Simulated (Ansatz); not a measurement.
**GaMo, before and after**

The guess for GaMo was made by a generator: species swapped into a database cell of VIr (Cmmm, No. 65), with Mo on the V sites and Ga on the Ir sites. Its size is a rough estimate.

start.cif

```cif
data_structure
_symmetry_space_group_name_H-M 'Cmmm'
_symmetry_Int_Tables_number 65
_cell_length_a 6.3221
_cell_length_b 7.3756
_cell_length_c 3.0524
_cell_angle_alpha 90.000
_cell_angle_beta 90.000
_cell_angle_gamma 90.000
_cell_volume 142.33
loop_
_atom_site_label
_atom_site_type_symbol
_atom_site_symmetry_multiplicity
_atom_site_Wyckoff_symbol
_atom_site_fract_x
_atom_site_fract_y
_atom_site_fract_z
_atom_site_occupancy
Ga1 Ga 4 j 0.50000 0.72000 0.50000 1
Mo1 Mo 4 g 0.28000 0.00000 0.00000 1
```

Level of theory: Ansatz 0.2.0, DFT PBE, scalar-relativistic, plane waves, PAW. Cutoff 420 eV, Gaussian smearing, Γ-centred meshes. Cell and atoms relax first on a coarse mesh, the cell is then made exact in the group found at 0.06 to 0.08 Å, and last on a converged mesh; the steps can't lower the symmetry of their start. No spin polarisation.

end.cif

```cif
data_structure
_symmetry_space_group_name_H-M 'Cmmm'
_symmetry_Int_Tables_number 65
_cell_length_a 6.2928
_cell_length_b 7.0218
_cell_length_c 2.7720
_cell_angle_alpha 90.000
_cell_angle_beta 90.000
_cell_angle_gamma 90.000
_cell_volume 122.48
loop_
_atom_site_label
_atom_site_type_symbol
_atom_site_symmetry_multiplicity
_atom_site_Wyckoff_symbol
_atom_site_fract_x
_atom_site_fract_y
_atom_site_fract_z
_atom_site_occupancy
Ga1 Ga 4 h 0.79794 0.00000 0.50000 1
Mo1 Mo 4 i 0.50000 0.80235 0.00000 1
```

The symmetry stays Cmmm (No. 65). The volume per atom shrinks by 13.9 %, from 17.8 to 15.3 Å³. The shortest distance goes from 2.78 Å (Mo–Mo) to 2.54 Å (Ga–Ga). The end is written in a standard setting, so origin, axes and order of atoms can differ from the start's.

For GaMo, the volume per atom is 15.31 Å³ and the density is 8.98 g/cm³. The energy over the elements is +0.07 eV/atom and the gap on the 8×8×12 mesh of the 4-atom cell is 0 eV (a metal).

Energies over the elements count from the elements' standard structures at the same level, with no fitted energy shifts. The separate elements lie lower, so it is unstable against them.

The last run used Gaussian smearing of 0.10 eV. Symmetry constrained the relaxation, so the result can be a saddle point. Another cell of the same search, in P4/nmm, lies 138 meV/atom lower, so this cell isn't the stable form at this level.
